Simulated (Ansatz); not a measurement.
PbI2 (CdI2 type)

```xyz
3
Lattice="4.5593 0.0000 0.0000 -2.2796 3.9485 0.0000 0.0000 0.0000 6.9727" Properties=species:S:1:pos:R:3 pbc="T T T"
Pb     0.0000     0.0000     0.0000
I      0.0000     2.6323     1.8890
I      2.2796     1.3162     5.0836
```

E(V) scan at fixed shape, V₀ the volume above. The atoms relax within the cell's symmetry.

Level of theory: PBE-D3(BJ) (plane waves to 420 eV, PAW, scalar-relativistic; Ansatz, a quantum-chemistry and plane-wave program). k mesh 8×8×5 (Γ-centred), Fermi-Dirac smearing 0.05 eV. The energy includes the smearing's −TS. Stress and pressure are positive under compression. With the shape held, the modulus is that of even scaling; a crystal free to change shape is softer. PbI2 was relaxed with its symmetry unable to fall. Spin-orbit coupling is left out, though I and Pb are heavy. The PAW data are Ansatz's earlier set. ΔE is measured from the relaxed starting cell.

```csv
V (Å³/atom),ΔE (meV/atom)
39.331,7.7
39.958,4.2
40.586,1.8
41.214,0.4
41.841,0.0
42.469,0.4
43.097,1.5
43.724,3.3
44.352,withheld
```

### Question
Fit a third-order Birch-Murnaghan form (E₀, V₀, B₀, B₀′ free) to the given rows and predict ΔE at V = 44.352.

### Answer
Least squares on the 8 given rows: ΔE = E₀ + (9V₀B₀/16)·y²·[2 + (B₀′ − 4)y], y = (V₀/V)^(2/3) − 1, with V₀ = 41.850 Å³/atom, B₀ = 14.04 GPa (160.2 GPa = 1 eV/Å³; the term in eV is multiplied by 1000), B₀′ = 6.25, E₀ = -0.01 meV/atom; root-mean-square residual 0.02 meV/atom. At 44.352 the fit gives 5.7 meV/atom; the calculation gives 5.6 meV/atom, so the extrapolation is off by 0.1 (+1.8 %). For the pressure the fit gives -0.68 GPa against the computed -0.64 GPa.

(Under strain, the slope of the energy per volume gives the stress and its curvature an elastic modulus.)
